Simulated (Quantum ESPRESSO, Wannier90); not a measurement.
Wannierisation of RbCaH₃ (cubic perovskite)

```
begin unit_cell_cart
ang
    4.5209700000    0.0000000000    0.0000000000
    0.0000000000    4.5209700000    0.0000000000
    0.0000000000    0.0000000000    4.5209700000
end unit_cell_cart
begin atoms_frac
Rb   0.0000000000  0.0000000000  0.0000000000
Ca   0.5000000000  0.5000000000  0.5000000000
H    0.5000000000  0.0000000000  0.5000000000
H    0.0000000000  0.5000000000  0.5000000000
H    0.5000000000  0.5000000000  0.0000000000
end atoms_frac
```

Cell from Materials Project (mp-23949), symmetrised, no further relaxation. COD (Crystallography Open Database) records the formula in this space group. Ideal cubic forms of this type are often high-temperature phases that distort on cooling; symmetry holds the cell here, and its stability was not tested. Computed values, not measurements, from LDA: Quantum ESPRESSO (norm-conserving PseudoDojo potentials, cutoff 60 Ry, no spin polarisation, no spin-orbit coupling) on a Γ-centred 8×8×8 mesh, then Wannier90. Density: 8×8×8 mesh, cold smearing 0.01 Ry.

Bands 9-11 form an isolated set from -2.85 to 0.00 eV relative to the valence-band maximum (on the path) and are turned into 3 Wannier functions by minimising the spread from the start: atomic waves H 1s.

Where do the functions sit, how wide are they and what are they made of?


| functions | spread (Å²) | nearest atom, distance (Å) | second atom, distance (Å) | weight on atomic waves |
|---|---|---|---|---|
| 3 | 1.85 | H 0.00 | Ca 2.26 | H 1s 79 %, Ca 4s 8 %, Rb 5s 6 % |

Ω_I = 5.51 Å², Ω_total = 5.54 Å²; the interpolated bands follow pw.x to 0.1 meV rms on the path. It is the lowest total spread that any start reached here.
